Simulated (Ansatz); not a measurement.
Cu$_{3}$Au (Cu3Au type)

```yaml
crystal:
  lattice:
    - [3.78050, 0.00000, 0.00000]
    - [0.00000, 3.78050, 0.00000]
    - [0.00000, 0.00000, 3.78050]
  atoms:
    - { symbol: Cu, position: [0.00000, 0.50000, 0.50000] }
    - { symbol: Cu, position: [0.50000, 0.00000, 0.50000] }
    - { symbol: Cu, position: [0.50000, 0.50000, 0.00000] }
    - { symbol: Au, position: [0.00000, 0.00000, 0.00000] }
```

The volume is varied about the relaxed value V₀ at fixed cell shape. Symmetry pins the atoms to their sites.

The numbers are results of PBE (plane waves to 420 eV, PAW, scalar-relativistic; Ansatz, an electronic-structure program), not measurements. k mesh 12×12×12 (Γ-centred), Fermi-Dirac smearing 0.05 eV. Compression counts positive. Cu3Au is run without spin polarisation. Cu3Au was relaxed with its symmetry unable to fall. Spin-orbit coupling is left out, though Au is heavy. 

```
V (Å³/cell)  P (GPa)
-----------  -------
48.63              …
49.53           15.5
50.43           11.7
51.33            8.3
52.23            5.3
53.13            2.5
54.03            0.0
54.93           -2.3
55.83           -4.3
56.73           -6.1
57.63           -7.7
58.53           -9.2
59.43          -10.5
```

Problem. Complete the blanks.

Solution. 
- 48.63, P (GPa): 19.7

(A scan under strain: stresses follow from slopes of the energy per volume, elastic moduli from its curvatures.)
